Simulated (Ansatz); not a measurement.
**Collinear states of Sr3Sc**

All numbers below come from Ansatz, DFT PBE, scalar-relativistic, plane waves, PAW.

```yaml
crystal:
  lattice:
    - [-2.78132, 2.78132, 5.78673]
    - [2.78132, -2.78132, 5.78673]
    - [2.78132, 2.78132, -5.78673]
  atoms:
    - { symbol: Sr, position: [0.75000, 0.25000, 0.50000] }
    - { symbol: Sr, position: [0.25000, 0.75000, 0.50000] }
    - { symbol: Sr, position: [0.50000, 0.50000, 0.00000] }
    - { symbol: Sc, position: [0.00000, 0.00000, 0.00000] }
```

```
plane-wave cutoff                               : 420 eV
Γ-centred k-mesh                                : 10×10×10
occupation rule                                 : Gaussian smearing, 0.1 eV
list of starting moments (μB, in atom order)    : 0 0 0 1
check for lower electronic states after the SCF : off
```

Each order was relaxed in cell and atoms. Site moments are spin moments in atom-centred spheres that scale with the neighbour distance. The states are those that the runs reached from these starts; a lower one can exist. No antiferromagnetic start is among these.

Task: Order the starts by the energy of the state that they reach, lowest first.
A. no spin
B. ferromagnetic

Result: A (0.00 meV/atom), B (14.2 meV/atom).

```json
{"start": "no spin", "ends": "non-magnetic", "energy above lowest (meV/atom)": "0.00", "site moments (μB)": "none over 0.05", "gap on mesh (eV)": "metal", "volume (Å³/atom)": "43.46"}
{"start": "ferromagnetic", "ends": "ferromagnetic", "energy above lowest (meV/atom)": "14.2", "site moments (μB)": "Sr +0.07 (×3), Sc +0.52", "gap on mesh (eV)": "metal", "volume (Å³/atom)": "44.70"}
```

Cost: 2 runs of about 13 core-minutes in all, on Arm Neoverse V1 (shared hosts).